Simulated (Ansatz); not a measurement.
## HfB, before and after

The guess for HfB was made by a generator: random cell by space group and Wyckoff sites (R-3m, No. 166). Its size is a rough estimate.

start.cif

```cif
data_structure
_symmetry_space_group_name_H-M 'P 1'
_symmetry_Int_Tables_number 1
_cell_length_a 3.1150
_cell_length_b 3.1150
_cell_length_c 3.1150
_cell_angle_alpha 99.656
_cell_angle_beta 99.656
_cell_angle_gamma 99.656
_cell_volume 28.77
loop_
_atom_site_label
_atom_site_type_symbol
_atom_site_fract_x
_atom_site_fract_y
_atom_site_fract_z
_atom_site_occupancy
Hf1 Hf 0.50000 0.50000 0.50000 1
B1 B 0.00000 0.00000 0.00000 1
```

Method: DFT PBE, scalar-relativistic, plane waves, PAW in Ansatz 0.2.0. Cutoff 420 eV, Gaussian smearing, Γ-centred meshes. Cell and atoms relax first on a coarse mesh and then on a finer one. In between, the cell is made exact in the group found at 0.06 Å. In metals the finer mesh still leaves noise of several meV/atom or more. The steps can't lower the symmetry of their start. No spin polarisation.

end.cif

```cif
data_structure
_symmetry_space_group_name_H-M 'P 1'
_symmetry_Int_Tables_number 1
_cell_length_a 3.0160
_cell_length_b 3.0160
_cell_length_c 3.0160
_cell_angle_alpha 94.775
_cell_angle_beta 94.775
_cell_angle_gamma 94.775
_cell_volume 27.13
loop_
_atom_site_label
_atom_site_type_symbol
_atom_site_fract_x
_atom_site_fract_y
_atom_site_fract_z
_atom_site_occupancy
Hf1 Hf 0.50000 0.50000 0.50000 1
B1 B 0.00000 0.00000 0.00000 1
```

The symmetry stays R-3m (No. 166). The volume per atom shrinks by 5.7 %, from 14.4 to 13.6 Å³. The shortest distance goes from 2.20 Å (Hf–B) to 2.38 Å (Hf–B). The ratio c/a of the conventional cell changes by a factor of 1.16. The energy falls by about 0.21 eV/atom (the start's value is from the coarse mesh).

* Volume per atom: 13.57 Å³
* Density: 11.59 g/cm³
* Energy over the elements: +0.12 eV/atom
* Gap on the 18×18×18 mesh of the 2-atom cell: 0 eV (a metal)

Energies over the elements count from the elements' standard structures at the same level, with no fitted energy shifts. A positive value: parting into the elements would lower its energy.

The last run used Gaussian smearing of 0.10 eV. These runs have no spin–orbit coupling, which can matter for Hf. The cell is a metal run without spin; a magnetic state may lie lower. A later test with randomly moved atoms led to a structure 540 meV/atom lower, so this end is a saddle point or a shallow minimum. In all, the 3 runs took 59 s on 1 thread of Intel(R) Xeon(R) Platinum 8488C (Sapphire Rapids), with other jobs on the host.
